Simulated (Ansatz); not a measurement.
## Computed scan of one atom of the cell: Si (diamond)

Starting cell, Si (diamond):

```
CELL_PARAMETERS angstrom
      0.00000     2.71678     2.71678
      2.71678     0.00000     2.71678
      2.71678     2.71678     0.00000
ATOMIC_POSITIONS crystal
  Si 0.50000 0.50000 0.50000
  Si 0.75000 0.75000 0.75000
```

In this cell atom 1 (Si, nearest neighbour Si at 2.353 Å; its periodic images, 3.8 Å or more away, move with it) is moved by s along Cartesian [111], unit vector (0.577, 0.577, 0.577); all other atoms and the cell stay fixed.

The numbers are results of PBEsol (plane waves to 420 eV, PAW, scalar-relativistic; Ansatz, a quantum-chemistry and plane-wave program), not measurements. k mesh 9×9×9 (Γ-centred), Fermi-Dirac smearing 0.05 eV. The energy includes the smearing's −TS. Compression counts positive. As the smearing reaches across the gap at some points, energies and forces of such displacements shift with the k mesh and the smearing. F∥ is the force on the atom along that direction. Si was relaxed with its symmetry unable to fall. The PAW data are Ansatz's earlier set. The zero of ΔE is the undisplaced structure.

```csv
s (Å),ΔE (meV/cell),F∥ (eV/Å),P (GPa)
-0.240,279,1.907,1.2
-0.192,192,1.700,0.8
-0.144,116,1.451,0.5
-0.096,55,1.078,0.3
-0.048,15,0.590,0.1
0.000,0,0.000,0.0
0.048,16,-0.689,0.1
0.096,68,-1.472,0.4
0.144,159,-2.347,0.9
0.192,294,-3.306,1.6
0.240,478,-4.358,2.7
```

Key numbers:

```
Item                                                                                                                                                  Value
--------------------------------------------------------  -------------------------------------------------------------------------------------------------
Energy at s = 0.240 Å                                                                                                                          478 meV/cell
Force along the line at s = -0.240 Å                                                                                                              1.91 eV/Å
Symmetry of the curve                                                                                   not even: the positive side lies higher at ±0.240 Å
Shape of the curve                                                                           a single well with its minimum at or next to zero displacement
Force constant k = d²E/ds² at s = 0 (finite differences)                                                                                         13.3 eV/Å²
Harmonic estimate at the end of the scan                  ½ks² = 384 meV/cell against the computed 478 meV/cell, so the well is stiffer than harmonic there
Zone-centre optical wavenumber from k                                                                                                              508 cm⁻¹
```

(A displaced cell: forces are minus the slopes of the energy, force constants its curvatures, and phonons follow from these.)
